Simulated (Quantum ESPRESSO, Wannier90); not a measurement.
## Wannierisation of Mo (bcc (W type))

```
begin unit_cell_cart
ang
   -1.5838100000    1.5838100000    1.5838100000
    1.5838100000   -1.5838100000    1.5838100000
    1.5838100000    1.5838100000   -1.5838100000
end unit_cell_cart
begin atoms_frac
Mo   0.0000000000  0.0000000000  0.0000000000
end atoms_frac
```

Materials Project entry mp-129; symmetrised, unrelaxed at this level. This is the element's usual structure. Level: PBEsol, no spin polarisation, no spin-orbit coupling; pw.x of Quantum ESPRESSO at 64 Ry with PseudoDojo potentials, 12×12×12 k-points, Wannier90. Density: 18×18×18 mesh, cold smearing 0.01 Ry.

Functional, cutoff and mesh named above are those of the base row (1); the first column says what each row takes instead. Model: 9 functions from bands 5-21, start hydrogen-like Mo: s;p;d, disentangled but not localised (num_iter = 0), frozen window tied to the conduction edge or Fermi level of each row, as listed, which moves Ω_I and hoppings a little by itself. Energies are relative to the Fermi level; the misfit is to pw.x on a path, for states up to 1.0 eV relative to the Fermi level. The lattice is scaled uniformly, fractional positions fixed. The disentangled Ω_I can sit in another minimum from row to row.

```
scale  frozen to (eV)  Ω_I (Å²)  rms misfit (meV)  bottom of band 5 (eV)  on-site Mo1 pz minus Mo1 s (eV)  hopping modulus Mo1 pz – Mo1 pz, R = 1 1 0 (eV)  hopping modulus Mo1 s – Mo1 s, R = 0 0 1 (eV)  hopping modulus Mo1 s – Mo1 px, R = 0 0 1 (eV)  hopping modulus Mo1 pz – Mo1 dz2, R = 1 1 0 (eV)
-----  --------------  --------  ----------------  ---------------------  -------------------------------  -----------------------------------------------  ---------------------------------------------  ----------------------------------------------  ------------------------------------------------
0.95             1.50      8.65               3.6                  -7.71                             5.87                                            3.247                                          1.363                                           1.278                                             1.379
0.975            1.50      8.76               2.7                  -7.49                             5.87                                            3.029                                          1.310                                           1.243                                             1.266
1                1.50      8.91               2.2                  -7.23                             5.82                                            2.785                                          1.255                                           1.205                                             1.158
1.025            1.50      9.03               1.7                  -6.96                             5.77                                            2.565                                          1.198                                           1.166                                             1.059
1.05             1.50      9.13               1.2                  -6.67                             5.76                                            2.368                                          1.141                                           1.124                                             0.968
```
